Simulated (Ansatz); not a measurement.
LiF (rock salt, space group No. 225), DFT-r²SCAN in the program Ansatz with PAW potentials. The conduction-band minimum lies at Γ, with 1 equivalent valley. Second derivatives d²E/dk² of the lowest band at one valley (eV·Å²), along Cartesian directions:

| direction | d²E/dk² |
|---|---|
| [100] | 8.660 |
| [010] | 8.660 |
| [001] | 8.660 |
| [110] | 8.659 |
| [101] | 8.659 |
| [011] | 8.659 |

Find the principal effective masses, the density-of-states mass and the conductivity mass.

Off-diagonal terms follow from H_xy = H[110] − (H_xx + H_yy)/2, and m*/mₑ = 7.620 eV·Å² over each eigenvalue: 0.88, 0.88, 0.88. One valley's DOS mass (m₁m₂m₃)^(1/3) = 0.88, conductivity mass 3/(Σ 1/mᵢ) = 0.88 mₑ.

What effective density of states Nc follows at 300 K for parabolic valleys?

Nc = 2.509e19 × 1 × (0.88)^(3/2) ≈ 2.1e19 cm⁻³.

With the computed static dielectric constant 8.45 (mean of the diagonal), estimate a hydrogenic donor's binding energy and radius.

E = 13.606 eV × 0.88/8.45² ≈ 170 meV; a = 0.529 Å × ε/m* ≈ 5.1 Å. Semilocal masses tend to be too small when the gap is underestimated.

With ε∞ = 1.99 and ω_LO = 660 cm⁻¹, what Fröhlich coupling constant follows?

α = (1/ε∞ − 1/ε0) √(m* × 13.606 eV/ħω_LO) = 4.6.

Space group Fm-3m (rock salt). The r²SCAN relaxation kept the symmetry of its start.

Potentials: the earlier of the program's two PAW sets.
